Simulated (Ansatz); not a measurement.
Relaxed-ion elastic tensor of WSe₂ in space group P6_3/mmc (No. 194; W on 2c, Se on 4f) in GPa (Voigt order), r²SCAN+D4 (plane waves, PAW; program Ansatz); density 9.09 g/cm³, 20.82 Å³ per atom.

```json
[
 {"": "1", "1": "200", "2": "41.6", "3": "9.3", "4": "0.0", "5": "0.0", "6": "0.0"},
 {"": "2", "1": "41.6", "2": "200", "3": "9.3", "4": "0.0", "5": "0.0", "6": "0.0"},
 {"": "3", "1": "9.3", "2": "9.3", "3": "43.2", "4": "0.0", "5": "0.0", "6": "0.0"},
 {"": "4", "1": "0.0", "2": "0.0", "3": "0.0", "4": "14.3", "5": "0.0", "6": "0.0"},
 {"": "5", "1": "0.0", "2": "0.0", "3": "0.0", "4": "0.0", "5": "14.3", "6": "0.0"},
 {"": "6", "1": "0.0", "2": "0.0", "3": "0.0", "4": "0.0", "5": "0.0", "6": "79.2"}
]
```

**Question.** Is the crystal mechanically stable?

**Answer.** Yes: the smallest eigenvalue of C is 14.3 GPa.

**Question.** Work out the Voigt, Reuss and Hill averages.

**Answer.** K_V = 62.7, K_R = 35.3, K_H = 49.0; G_V = 47.1, G_R = 24.8, G_H = 35.9 GPa.

**Question.** Give Young's modulus, Poisson's ratio, Pugh's ratio and the universal anisotropy index.

**Answer.** E = 9KG/(3K + G) = 86.6 GPa; ν = 0.21; K/G = 1.36 (brittle by the Pugh limit of 1.75); A_U = 5G_V/G_R + K_V/K_R − 6 = 5.28.

**Question.** Estimate the sound speeds and the Debye temperature.

**Answer.** v_l = √((K + 4G/3)/ρ) = 3270 m/s, v_t = √(G/ρ) = 1990 m/s, mean 2200 m/s; Θ = (h/k)(3n/4πV)^(1/3) v_m = 238 K.

**Question.** Solve the Christoffel equation for the three sound speeds along x, y, z.

**Answer.** Eigenvalues of C_ijkl n_j n_l equal ρv². In km/s, slowest first: x 1.25, 2.95, 4.69; y 1.25, 2.95, 4.69; z 1.25, 1.25, 2.18.

**Question.** How much does each axis shrink under pressure?

**Answer.** Linear compressibilities β_i = Σ_j S_ij (j = 1 to 3): x 3.3, y 3.3, z 22 per TPa.

Symmetry was held in the r²SCAN+D4 relaxation; phonons on a q-mesh show no instability. No spin polarisation was allowed. Spin–orbit coupling is left out wherever it is not named.

Potentials: the later of the program's two PAW sets.
